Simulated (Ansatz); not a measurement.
The start is a relaxed Ag cell displaced along its unstable phonon at q = (½, 0, 0) of its primitive reciprocal cell (33i cm⁻¹), largest move 0.15 Å. The structure is fully relaxed (lattice and positions, P = 0) with r2SCAN (plane waves to 500 eV, PAW, scalar-relativistic; Ansatz, a program for electronic structure). The first steps use a coarse 4×8×12 k-mesh.

The start:
```yaml
crystal:
  lattice:
    - [9.35359, 0.00000, 0.00000]
    - [-2.33840, 4.05022, 0.00000]
    - [0.00000, 0.00000, 2.79808]
  atoms:
    - { symbol: Ag, position: [0.00000, 0.00000, 0.01246] }
    - { symbol: Ag, position: [0.50000, 0.00000, 0.98754] }
    - { symbol: Ag, position: [0.16667, 0.66667, 0.55361] }
    - { symbol: Ag, position: [0.66667, 0.66667, 0.44639] }
    - { symbol: Ag, position: [0.33333, 0.33333, 0.44639] }
    - { symbol: Ag, position: [0.83333, 0.33333, 0.55361] }
```

```yaml
largest_initial_force: 0.07 eV/Å, on Ag3, Ag4, Ag5, Ag6 (atoms numbered as listed)
energy_released: 0.06 eV/atom
relative_to_the_parent: "It does not go back: it reaches Fm-3m (No. 225), fcc (Cu type), 0.07 eV/atom below the parent"
Shortest distances (start → end): "The closest pairs of elements (up to four, under 3.6 Å), start → end: Ag–Ag 2.70 → 2.90 Å"
band_gap_at_the_end: zero (metallic)
optimiser_moves: 12
```

It ends as:

```cif
data_Ag4
_chemical_formula_sum 'Ag4'
_space_group_name_H-M_alt 'Fm-3m'
_space_group_IT_number 225
_space_group_name_Hall '-F 4 2 3'
_cell_length_a 4.10443
_cell_length_b 4.10443
_cell_length_c 4.10443
_cell_angle_alpha 90.000
_cell_angle_beta 90.000
_cell_angle_gamma 90.000
loop_
_atom_site_label
_atom_site_type_symbol
_atom_site_symmetry_multiplicity
_atom_site_Wyckoff_symbol
_atom_site_fract_x
_atom_site_fract_y
_atom_site_fract_z
_atom_site_occupancy
Ag1 Ag 4 a 0.00000 0.00000 0.00000 1
```
(The calculation used a cell of 1 atom; values per cell refer to that cell.)

Final values are on a 22×22×22 k-mesh of the relaxed cell. No spin polarisation in the result.

The run could not lose the symmetry of its start.

Of the parent cell (P6/mmm (No. 191)): it is a generated cell of Ag: the first start was made by placing the elements on the sites of a structure type, and the end was not matched to a known phase here, so it may be hypothetical. Known forms of Ag include space group No. 225.
